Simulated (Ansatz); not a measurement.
La₄Sb₃:
```
CELL_PARAMETERS angstrom
     -4.86137     4.86137     4.86137
      4.86137    -4.86137     4.86137
      4.86137     4.86137    -4.86137
ATOMIC_POSITIONS crystal
  La 0.14086 0.14086 0.14086
  La 0.85914 0.50000 0.00000
  La 0.50000 0.00000 0.35914
  La 0.00000 0.85914 0.50000
  La 0.35914 0.50000 0.00000
  La 0.64086 0.64086 0.64086
  La 0.00000 0.35914 0.50000
  La 0.50000 0.00000 0.85914
  Sb 0.25000 0.62500 0.37500
  Sb 0.37500 0.25000 0.62500
  Sb 0.75000 0.87500 0.12500
  Sb 0.12500 0.75000 0.87500
  Sb 0.62500 0.37500 0.25000
  Sb 0.87500 0.12500 0.75000
```

Relaxed with r²SCAN.

Problem. Give the Bader charges and basin volumes of the independent atoms, DFT-r²SCAN in the program Ansatz with PAW potentials.

Solution. 

```tsv
atom	Bader charge (e)	Bader volume (Å³)
La1	+1.33	25.9
Sb9	-1.77	42.1
```

Space group I-43d. The workflow started from an entry of the Crystallography Open Database (COD). Its standing as an ambient phase is unchecked. The cell was relaxed with r²SCAN under the symmetry of its start; whether a distortion lowers the energy is not shown. Spin–orbit coupling is left out wherever it is not named.

Potentials: the later of the program's two PAW sets.
